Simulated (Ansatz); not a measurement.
ZnCu2SnS4 (kesterite type, space group I-4)

```cif
data_Cu4S8Sn2Zn2
_chemical_formula_sum 'Cu4 Zn2 Sn2 S8'
_space_group_name_H-M_alt 'I-4'
_space_group_IT_number 82
_space_group_name_Hall 'I -4'
_cell_length_a 5.41448
_cell_length_b 5.41448
_cell_length_c 10.82268
_cell_angle_alpha 90.000
_cell_angle_beta 90.000
_cell_angle_gamma 90.000
loop_
_atom_site_label
_atom_site_type_symbol
_atom_site_symmetry_multiplicity
_atom_site_Wyckoff_symbol
_atom_site_fract_x
_atom_site_fract_y
_atom_site_fract_z
_atom_site_occupancy
Cu1 Cu 2 a 0.00000 0.00000 0.00000 1
Cu2 Cu 2 c 0.00000 0.50000 0.25000 1
Zn1 Zn 2 d 0.50000 0.00000 0.25000 1
Sn1 Sn 2 b 0.00000 0.00000 0.50000 1
S1 S 8 g 0.25778 0.26439 0.37090 1
```
(The calculation used a cell of 8 atoms; values per cell refer to that cell.)

E(V) scan at fixed shape, V₀ the volume above. The atoms relax within the cell's symmetry.

These are r2SCAN (plane waves to 500 eV, PAW, scalar-relativistic; Ansatz, a program for electronic structure) values and carry that method's errors. k mesh 9×9×9 (Γ-centred), Fermi-Dirac smearing 0.05 eV. E stands for the smeared free energy. The PAW data are Ansatz's earlier set. ZnCu2SnS4 is run without spin polarisation. ZnCu2SnS4 was relaxed with its symmetry unable to fall. The zero of ΔE is the relaxed starting cell.

Question: What ΔE (kJ/mol of atoms) does the calculation give at V/V₀ = 0.940, 0.960, 0.990, 1.020, 1.060?

Answer: 
```json
[
 {"V/V₀": "0.940", "ΔE (kJ/mol of atoms)": "1.86"},
 {"V/V₀": "0.960", "ΔE (kJ/mol of atoms)": "0.79"},
 {"V/V₀": "0.990", "ΔE (kJ/mol of atoms)": "0.05"},
 {"V/V₀": "1.020", "ΔE (kJ/mol of atoms)": "0.18"},
 {"V/V₀": "1.060", "ΔE (kJ/mol of atoms)": "1.48"}
]
```

(A scan under strain: stresses follow from slopes of the energy per volume, elastic moduli from its curvatures.)
